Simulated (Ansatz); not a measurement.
AlGa3As4 in space group P-4m2 (No. 115; Pearson symbol tP8), DFT-r²SCAN in the program Ansatz with PAW potentials. The conduction-band minimum lies at Γ, with 1 equivalent valley. Second derivatives d²E/dk² of the lowest band at one valley (eV·Å²), along Cartesian directions:

```json
[
 {"direction": "[100]", "d²E/dk²": "103.6"},
 {"direction": "[010]", "d²E/dk²": "103.6"},
 {"direction": "[001]", "d²E/dk²": "92.77"},
 {"direction": "[110]", "d²E/dk²": "103.8"},
 {"direction": "[101]", "d²E/dk²": "98.05"},
 {"direction": "[011]", "d²E/dk²": "98.05"}
]
```

Find the principal effective masses, the density-of-states mass and the conductivity mass.

Off-diagonal terms follow from H_xy = H[110] − (H_xx + H_yy)/2, and m*/mₑ = 7.620 eV·Å² over each eigenvalue: 0.073, 0.074, 0.082. One valley's DOS mass (m₁m₂m₃)^(1/3) = 0.076, conductivity mass 3/(Σ 1/mᵢ) = 0.076 mₑ.

What effective density of states Nc follows at 300 K for parabolic valleys?

Nc = 2.509e19 × 1 × (0.076)^(3/2) ≈ 5.3e17 cm⁻³.

The start of the workflow was typed in or built on a structure type; neither database checked (COD, Materials Project) lists it. Its standing as an ambient phase is unchecked. The r²SCAN relaxation kept the symmetry of its start; whether a distortion lowers the energy is not shown. Spin–orbit coupling is left out wherever it is not named.

Potentials: the earlier of the program's two PAW sets.

Edges and masses are those of Kohn–Sham bands, whose gap is no quasiparticle gap.
